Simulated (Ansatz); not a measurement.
Si5P3: does the network obey its valences?

A cell of 16 atoms, a random packing after short dynamics, relaxed. Computed with Ansatz, DFT PBE, scalar-relativistic, plane waves, PAW.

Cutoff 420 eV; k points 4×5×5 on the computed 16-atom cell (Γ-centred); Gaussian smearing, width 0.02 eV; no spin polarisation.

```yaml
crystal:
  lattice:
    - [7.99402, 0.36194, 0.06451]
    - [0.36645, 6.45526, 0.00788]
    - [0.06159, 0.00735, 6.33142]
  atoms:
    - { symbol: Si, position: [0.70409, 0.02407, 0.18718] }
    - { symbol: Si, position: [0.95602, 0.71361, 0.54896] }
    - { symbol: Si, position: [0.19923, 0.83244, 0.71432] }
    - { symbol: Si, position: [0.89918, 0.24806, 0.79088] }
    - { symbol: Si, position: [0.66811, 0.73350, 0.69174] }
    - { symbol: Si, position: [0.34065, 0.02950, 0.46588] }
    - { symbol: Si, position: [0.94328, 0.36949, 0.44890] }
    - { symbol: Si, position: [0.67891, 0.37723, 0.29958] }
    - { symbol: Si, position: [0.11258, 0.12044, 0.25118] }
    - { symbol: Si, position: [0.48734, 0.30687, 0.60726] }
    - { symbol: P, position: [0.96499, 0.84678, 0.21554] }
    - { symbol: P, position: [0.66343, 0.06897, 0.82071] }
    - { symbol: P, position: [0.78286, 0.52079, 0.98086] }
    - { symbol: P, position: [0.54621, 0.79662, 0.34282] }
    - { symbol: P, position: [0.42207, 0.60003, 0.82099] }
    - { symbol: P, position: [0.16262, 0.15076, 0.90017] }
```

Pairs within 1.2 times the summed covalent radii count as bonded.

Compare coordinations with the usual valences, and count constraints.

```json
{"element": "P", "usual valence": "3", "atoms × bonds found": "5×3, 1×4"}
{"element": "Si", "usual valence": "4", "atoms × bonds found": "9×4, 1×5"}
```

14 of 16 atoms have their usual valence (8 − N for groups 14 to 17, three for boron, one for hydrogen), 2 have more bonds and 0 fewer. The mean coordination is 3.75 against 3.62 by the rule. 37 % of the bonds join like atoms. Each atom with r bonds brings r/2 stretching and 2r − 3 bending constraints (no bending for r = 1): 6.38 per atom against 3 degrees of freedom, so by Maxwell counting the network is stressed rigid: without a crystal's symmetry not all bonds and angles can be satisfied, which shows as spread in angles.

The final mesh leaves forces up to 0.16 eV/Å and stresses up to 0.6 GPa: the relaxation ran on a coarser mesh, so the cell's shape, its bonds and its energy belong partly to that mesh.

Cost: 6 runs of about 27 core-minutes in all (earlier runs that led there not counted), on Intel Xeon 6975P-C (Granite Rapids) (shared hosts).